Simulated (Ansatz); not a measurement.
PbI₂ (CdI2 type)

```
PbI2
1.0
    4.55901     0.00000     0.00000
   -2.27951     3.94822     0.00000
    0.00000     0.00000     6.97266
Pb I
1 2
Cartesian
  0.00000   0.00000   0.00000
  0.00000   2.63215   1.88919
  2.27951   1.31607   5.08348
```

E(V) scan at fixed shape, V₀ the volume above. The atoms relax within the cell's symmetry.

These are PBE-D3(BJ) (plane waves to 420 eV, PAW, scalar-relativistic; Ansatz, a quantum-chemistry and plane-wave program) values and carry that method's errors. k mesh 8×8×5 (Γ-centred), Fermi-Dirac smearing 0.05 eV. E stands for the smeared free energy. Compression counts positive. With the shape held, the modulus is that of even scaling; a crystal free to change shape is softer. PbI2 was relaxed with its symmetry unable to fall. Spin-orbit coupling is left out, though I and Pb are heavy. The zero of ΔE is the relaxed starting cell.

```
V (Å³/atom)  ΔE (meV/atom)
-----------  -------------
39.326            withheld
39.953                 4.2
40.581                 1.8
41.208                 0.4
41.836                 0.0
42.463                 0.4
43.091                 1.5
43.719                 3.3
44.346                 5.6
```

**Question.** Fit a third-order Birch-Murnaghan form (E₀, V₀, B₀, B₀′ free) to the given rows and predict ΔE at V = 39.326.

**Answer.** Least squares on the 8 given rows: ΔE = E₀ + (9V₀B₀/16)·y²·[2 + (B₀′ − 4)y], y = (V₀/V)^(2/3) − 1, with V₀ = 41.833 Å³/atom, B₀ = 14.05 GPa (160.2 GPa = 1 eV/Å³; the term in eV is multiplied by 1000), B₀′ = 7.41, E₀ = -0.01 meV/atom; root-mean-square residual 0.01 meV/atom. At 39.326 the fit gives 7.8 meV/atom; the calculation gives 7.7 meV/atom, so the extrapolation is off by 0.1 (+1.3 %). For the pressure the fit gives 1.09 GPa against the computed 1.07 GPa.

(Under strain, the slope of the energy per volume gives the stress and its curvature an elastic modulus.)
